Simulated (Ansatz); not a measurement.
Ansatz input

```yaml
crystal:
  lattice:
    - [2.167559466, 0.0, 0.0]
    - [0.0, 2.167559466, 0.0]
    - [0.0, 0.0, 2.167559466]
  atoms:
    - { symbol: Mn, position: [0.0, 0.0, 0.0], spin: 3.0 }
hamiltonian:
  xc: lda
  pseudopotentials:
    kind: paw
    azcp:
      Mn: "pseudopotentials/Mn.paw.azcp"
basis:
  ecutwfc: 420
  fft_grid_basis: typed
kpoints:
  mp_grid: { grid: [16, 16, 16], shift: [0, 0, 0] }
magnetization:
  spin_polarized: true
scf:
  occupations: { method: fermi_dirac, width: 0.05 }
  lower_state_search: "off"
output:
  stress: true
```

Terminal output

```
Warning: the record states the generating functional pbe (its physics header spells it `PBE`), which answers neither for hamiltonian.xc's functional nor for the lda family's — results may be inconsistent (PPs are generated against a specific XC)
Engine: ansatz 0.2.0, aarch64-unknown-linux-gnu
Pseudopotentials: kind: paw
Pseudopotential: Mn, paw, valence charge 15, recommended cutoff 420 eV (normal) 
Functional definition: SPW92
  exchange = slater_x
  correlation = pw_c
Crystal: 1 atoms, lattice volume = 10.184 Å³
Basis set: ecut = 420 eV, 203 PW (Γ)
Bands: 13, of which v1, the nominal top of the filled ones, is band 8 counted from 1 (7 counted from 0)
Symmetry: 48 space group operations
Space group: Pm-3m (ITA 221), of the structure as read, at distance tolerance 2.2e-5 Å
Magnetic group: BNS 221.92 (UNI 1594), of the structure as read, at distance tolerance 2.2e-5 Å
k-points: 165 of 4096
Non-local potential: Mn, projectors of the file, l = 0: 3, l = 1: 2, l = 2: 3, l = 3: 1
PAW form: soft (Blöchl's): semilocal exchange-correlation on the pseudo side does not see the compensation charge
PAW frozen core: Mn, regenerated for the run's functional, and the local potential with it (the file was generated under x = pbe(κ = 0.804, μ = 0.2195149727645171), c = pbe(β = 0.06672455060314922))
PAW one-centre angular grid: Mn, 590 points (default); XC on 64 Gauss nodes
Initial density: superposition of atomic densities (chi_scale 0.1, normalization cell)
Starting moments: Σ|m| = 3 μB on 1 of 1 site
Initial wavefunctions: pseudopotential atomic-orbital guess
Functional: x = slater, c = lda
iter 1 solved again at ethr=1.37e-3 eV; its pass at ethr=3.10e-3 eV (dr2=2.06e-1 eV) is discarded
SCF iter   1: F=—  HF=-3839.687297 eV  |F-HF|=—  |Δ(HF+E_count)|=         —  Δρ=1.65e-1 (↑1.65e-1 ↓1.24e-1)  dr2=2.06e-1  dr2_m=1.88e0  M=1.563 μB ∫|m|=1.574 μB  β_m=0.30  ethr=1.37e-3  ⟨swp⟩=1.0  Hψ=26648  notcnv=0
Mixer restart at iter 1: flushing history
spin-set hold released at iteration 1 (the charge has settled, or the pull on large starting moments outlasts its swing): the magnetisation degrees of freedom join the quasi-Newton model from the next iteration; the mixer history was flushed
SCF iter   2: F=—  HF=-3839.838703 eV  |F-HF|=—  |Δ(HF+E_count)|=   1.51e-1  Δρ=1.24e-1 (↑1.24e-1 ↓1.06e-1)  dr2=6.55e-2  dr2_m=1.20e0  M=1.432 μB ∫|m|=1.444 μB  β_m=0.60  ethr=1.37e-3  ⟨swp⟩=2.1  Hψ=6129  notcnv=0
SCF iter   3: F=—  HF=-3840.334274 eV  |F-HF|=—  |Δ(HF+E_count)|=   4.96e-1  Δρ=8.98e-2 (↑8.98e-2 ↓2.82e-2)  dr2=3.14e-1  dr2_m=3.01e-1  M=0.715 μB ∫|m|=0.731 μB  β_m=0.52  ethr=4.37e-4  ⟨swp⟩=3.0  Hψ=9009  notcnv=0  defer=66
SCF iter   4: F=—  HF=-3840.312168 eV  |F-HF|=—  |Δ(HF+E_count)|=   2.21e-2  Δρ=2.67e-2 (↑1.59e-2 ↓2.67e-2)  dr2=5.06e-3  dr2_m=4.11e-2  M=0.440 μB ∫|m|=0.459 μB  β_m=0.76  ethr=4.37e-4  ⟨swp⟩=2.9  Hψ=10583  notcnv=0  defer=100
SCF iter   5: F=—  HF=-3840.331106 eV  |F-HF|=—  |Δ(HF+E_count)|=   1.89e-2  Δρ=1.03e-2 (↑1.03e-2 ↓1.03e-2)  dr2=9.38e-4  dr2_m=9.36e-3  M=0.240 μB ∫|m|=0.250 μB  β_m=0.88  ethr=3.37e-5  ⟨swp⟩=2.1  Hψ=8401  notcnv=0  defer=118
SCF iter   6: F=—  HF=-3840.339514 eV  |F-HF|=—  |Δ(HF+E_count)|=   8.41e-3  Δρ=4.52e-3 (↑4.52e-3 ↓1.95e-3)  dr2=5.07e-4  dr2_m=9.41e-4  M=0.077 μB ∫|m|=0.079 μB  β_m=0.94  ethr=6.25e-6  ⟨swp⟩=2.0  Hψ=8172  notcnv=0  defer=119
SCF iter   7: F=—  HF=-3840.340120 eV  |F-HF|=—  |Δ(HF+E_count)|=   6.06e-4  Δρ=6.43e-4 (↑5.00e-4 ↓6.43e-4)  dr2=2.08e-6  dr2_m=2.92e-5  M=0.013 μB ∫|m|=0.013 μB  β_m=0.95  ethr=3.38e-6  ⟨swp⟩=1.6  Hψ=6260  notcnv=0  defer=119
SCF iter   8: F=—  HF=-3840.340136 eV  |F-HF|=—  |Δ(HF+E_count)|=   1.65e-5  Δρ=1.23e-4 (↑1.23e-4 ↓1.13e-4)  dr2=3.73e-8  dr2_m=1.29e-6  M=0.003 μB ∫|m|=0.003 μB  β_m=0.98  ethr=6.67e-10  ⟨swp⟩=3.1  Hψ=16675  notcnv=0
iter 9 did not close the SCF: its close was put off for a magnetic moment that had not settled (scf_convergence_deferred on its scf_iter line)
SCF iter   9: F=-3840.340137 eV  HF=-3840.340137 eV  |F-HF|=7.03e-9  |Δ(HF+E_count)|=   9.55e-7  Δρ=1.74e-5 (↑6.58e-6 ↓1.74e-5)  dr2=7.55e-9  dr2_m=1.24e-8  M=-0.000 μB ∫|m|=0.000 μB  β_m=0.91  ethr=2.49e-10  ⟨swp⟩=4.1  Hψ=12871  notcnv=0
SCF iter  10: F=-3840.340137 eV  HF=-3840.340137 eV  |F-HF|=9.55e-12  |Δ(HF+E_count)|=   5.66e-9  Δρ=5.32e-7 (↑5.32e-7 ↓3.86e-7)  dr2=1.21e-11  dr2_m=1.16e-11  M=0.000 μB ∫|m|=0.000 μB  ethr=5.03e-11  ⟨swp⟩=2.0  Hψ=12885  notcnv=0
WARN: the starting moments were not kept: the SCF closed with an absolute magnetisation of 7.1e-6 μB, where they sum to 3 μB in size (1 site). That is at most 0.1 of that sum. Measured as dr2_m measures the in/out step, that magnetisation stands 7.3e-11 eV from none, at or under the dr2_threshold of 1.0e-7 eV: it is no larger than a step whose dr2_m would equal this threshold. The system may hold no moment; this SCF shows only that its start led to no more than that. To try another start: raise the starting moments (crystal.atoms[].spin, magnetization.per_species, magnetization.initial_magnetization, or on a non-collinear deck that types none of these the spinor_matrix: blocks that start its atoms; where the total moment is fixed, keep their sum and leave initial_magnetization as it is; typed ones take the place of any that the run laid by itself, positive ones on a crystal's lanthanoids without a Hubbard term where scf.initial_density.shell_occupations: [] is typed) or, if the notice of its spin-set hold's release reads "site moments contracting" or "site moments show no strong build", lengthen the hold (scf.mixing.spin_hold: { on: { confirm: 4 } }; for m-r²SCAN on two components see the key's manual first). Each may lead to a state that holds a moment. A second SCF, from the converged charge density, with the starting moments and any scf.initial_density.shell_occupations laid on it anew, would have followed, and was not run: the deck does not ask for one (magnetization.retry_lost_moments is false, the default). To let it run, set magnetization.retry_lost_moments: true and run the deck again, where that key's refused combinations let it; where memory then withholds it, that run's warning says so.
SCF 1 converged in 10 iterations: F = -3840.340137 eV  dr2 = 1.21e-11
SCF converged after 10 iterations
Magnetization: 0.0000 μB (7.5000 up, 7.5000 down)
Absolute magnetization: 0.0000 μB (∫|ρ↑−ρ↓|, with the PAW one-centre terms)
Spin contamination: 0.0000 ħ² per cell (⟨S²⟩ above its minimum at these occupations)
Per-site moments (μB) at R_I (Å): [(6.585434615119837e-6, 0.8941182797250001)]
Free energy (F): -3840.340137 eV
Harris-Foulkes:  -3840.340137 eV  (|F-HF|=9.55e-12)
Internal energy: -3840.327200 eV  (E = F + TS)
E sigma→0 (E₀):  -3840.333668 eV
Entropy (-TS):   -0.012938 eV (-12.938 meV/atom)
Fermi energy:    21.658228 eV
--- Per-component energies (eV) ---
  E_band       = -139.310386
  E_kinetic    = 315.187982
  E_local      = -1593.023972  (includes V_loc(G=0)·N_el)
  E_nonlocal   = 245.121947
  E_hartree    = 670.888230
  E_xc         = -116.223766
  E_vxc        = -149.643567  (∫ρ·V_xc dr)
  E_paw        = -1242.162068  (= ΣΔE_a)
  E_vpaw       = -298.729379  (= ΣTr[D̂ρ^β])
  E_aug_tail   = -0.000010  (compensation charges beyond the density's cutoff)
  E_ewald      = -2120.499496
  E_core_change = 0.383953  (= ΣΔE_core)
  E_smearing   = -0.012938  (= −TS)
  E_closure    = 0.000000  (closes the sum)
  Σ components = -3840.340137   (vs F -3840.340137, Δ=0.00e0)
--- Stress (GPa, compression-positive) ---
       25.068359       0.000000       0.000000
        0.000000      25.068359       0.000000
        0.000000      -0.000000      25.068359
  P = ⅓ Tr σ = 25.0684 GPa (250.684 kbar)
```
